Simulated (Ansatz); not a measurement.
An Ansatz input:

```yaml
crystal:
  lattice:
    - [-1.5178371537, 1.5178371537, 1.5178371537]
    - [1.5178371537, -1.5178371537, 1.5178371537]
    - [1.5178371537, 1.5178371537, -1.5178371537]
  atoms:
    - { symbol: Ir, position: [0.0, 0.0, 0.0] }
hamiltonian:
  xc: pbesol
  pseudopotentials:
    kind: paw
    azcp:
      Ir: "pseudopotentials/Ir.paw.azcp"
basis:
  ecutwfc: 420
  fft_grid_basis: typed
kpoints:
  mp_grid: { grid: [16, 16, 16], shift: [0, 0, 0] }
magnetization:
  spin_polarized: false
scf:
  occupations: { method: fermi_dirac, width: 0.1 }
  lower_state_search: "off"
output:
  stress: true
  write_density: true
  write_potential: true
  elf: true
  volumetric_format: npy
```

Terminal output

```
Warning: the record states the generating functional pbe (its physics header spells it `PBE`), which answers neither for hamiltonian.xc's functional nor for the pbesol family's — results may be inconsistent (PPs are generated against a specific XC)
Engine: ansatz 0.2.0, aarch64-unknown-linux-gnu
Pseudopotentials: kind: paw
Pseudopotential: Ir, paw, valence charge 17, recommended cutoff 420 eV (normal) 
Functional definition: PBEsol
  exchange = pbesol_x
  correlation = pbesol_c
Crystal: 1 atoms, lattice volume = 13.987 Å³
Basis set: ecut = 420 eV, 249 PW (Γ)
Bands: 13, of which v1, the nominal top of the filled ones, is band 9 counted from 1 (8 counted from 0)
Symmetry: 48 space group operations
Space group: Im-3m (ITA 229), of the structure as read, at distance tolerance 2.4e-5 Å
k-points: 145 of 4096
Non-local potential: Ir, projectors of the file, l = 0: 3, l = 1: 2, l = 2: 2, l = 3: 1
PAW form: soft (Blöchl's): semilocal exchange-correlation on the pseudo side does not see the compensation charge
PAW frozen core: Ir, regenerated for the run's functional, and the local potential with it (the file was generated under x = pbe(κ = 0.804, μ = 0.2195149727645171), c = pbe(β = 0.06672455060314922))
PAW one-centre angular grid: Ir, 590 points (default); XC on 64 Gauss nodes
Initial density: superposition of atomic densities (neutral atoms: chi_scale 0, normalization atom), corrected by the library's trained network
Initial wavefunctions: pseudopotential atomic-orbital guess
Functional: x = pbesol(κ = 0.804, μ = 0.12345679012345678), c = pbesol(β = 0.046)
SCF iter   1: F=—  HF=-11798.363504 eV  |F-HF|=—  |Δ(HF+E_count)|=         —  Δρ=5.06e-3  dr2=6.90e-4  ethr=1.77e-3  ⟨swp⟩=5.0  Hψ=9378  notcnv=0
SCF iter   2: F=—  HF=-11798.363558 eV  |F-HF|=—  |Δ(HF+E_count)|=   5.42e-5  Δρ=2.51e-3  dr2=1.54e-4  ethr=4.06e-6  ⟨swp⟩=2.0  Hψ=3592  notcnv=0
SCF iter   3: F=—  HF=-11798.363688 eV  |F-HF|=—  |Δ(HF+E_count)|=   1.30e-4  Δρ=2.62e-4  dr2=3.32e-6  ethr=9.04e-7  ⟨swp⟩=1.2  Hψ=2061  notcnv=0
SCF iter   4: F=—  HF=-11798.363683 eV  |F-HF|=—  |Δ(HF+E_count)|=   4.17e-6  Δρ=6.04e-5  dr2=2.44e-7  ethr=1.95e-8  ⟨swp⟩=2.5  Hψ=3072  notcnv=0
SCF iter   5: F=—  HF=-11798.363683 eV  |F-HF|=—  |Δ(HF+E_count)|=   7.51e-9  Δρ=3.78e-5  dr2=1.68e-7  ethr=1.44e-9  ⟨swp⟩=2.0  Hψ=2589  notcnv=0
SCF iter   6: F=-11798.363683 eV  HF=-11798.363683 eV  |F-HF|=1.45e-8  |Δ(HF+E_count)|=   5.52e-8  Δρ=1.37e-5  dr2=2.05e-8  ethr=5.88e-10  ⟨swp⟩=5.1  Hψ=9573  notcnv=0
SCF 1 converged in 6 iterations: F = -11798.363683 eV  dr2 = 2.05e-8
SCF converged after 6 iterations
Free energy (F): -11798.363683 eV
Harris-Foulkes:  -11798.363683 eV  (|F-HF|=1.45e-8)
Internal energy: -11798.292599 eV  (E = F + TS)
E sigma→0 (E₀):  -11798.328141 eV
Entropy (-TS):   -0.071084 eV (-71.084 meV/atom)
Fermi energy:    25.770990 eV
--- Per-component energies (eV) ---
  E_band       = -77.256781
  E_kinetic    = 625.645607
  E_local      = -1056.528861  (includes V_loc(G=0)·N_el)
  E_nonlocal   = 76.775341
  E_hartree    = 406.080428
  E_xc         = -266.837018
  E_vxc        = -300.134320  (∫ρ·V_xc dr)
  E_paw        = -9089.245828  (= ΣΔE_a)
  E_vpaw       = -235.180489  (= ΣTr[D̂ρ^β])
  E_aug_tail   = 0.000060  (compensation charges beyond the density's cutoff)
  E_ewald      = -2494.447613
  E_core_change = 0.265285  (= ΣΔE_core)
  E_smearing   = -0.071084  (= −TS)
  E_closure    = 0.000000  (closes the sum)
  Σ components = -11798.363683   (vs F -11798.363683, Δ=0.00e0)
--- Stress (GPa, compression-positive) ---
       15.523512      -0.000000       0.000000
        0.000000      15.523512       0.000000
       -0.000000       0.000000      15.523512
  P = ⅓ Tr σ = 15.5235 GPa (155.235 kbar)
--- Band table (eV; the first three rows and the last of 145) ---
  k-point 0: bands = ["-66.7004", "-23.1551", "-23.1551", "-23.1551", "14.7353", "21.9602", "21.9602", "21.9602", "25.1922", "25.1922", "41.9081", "41.9081", "41.9081"]
  k-point 1: bands = ["-66.6974", "-23.1889", "-23.1663", "-23.1551", "14.9231", "21.8709", "21.9535", "22.1271", "25.0653", "25.1973", "42.0301", "42.2033", "42.2115"]
  k-point 2: bands = ["-66.6891", "-23.2841", "-23.1981", "-23.1550", "15.4615", "21.6252", "21.9125", "22.6193", "24.7933", "25.2180", "42.2731", "42.8766", "43.0623"]
  k-point 144: bands = ["-66.5635", "-23.7683", "-23.7683", "-23.7683", "18.2872", "18.2872", "27.4438", "27.4438", "27.4438", "33.7034", "33.7034", "33.7034", "41.1021"]
```
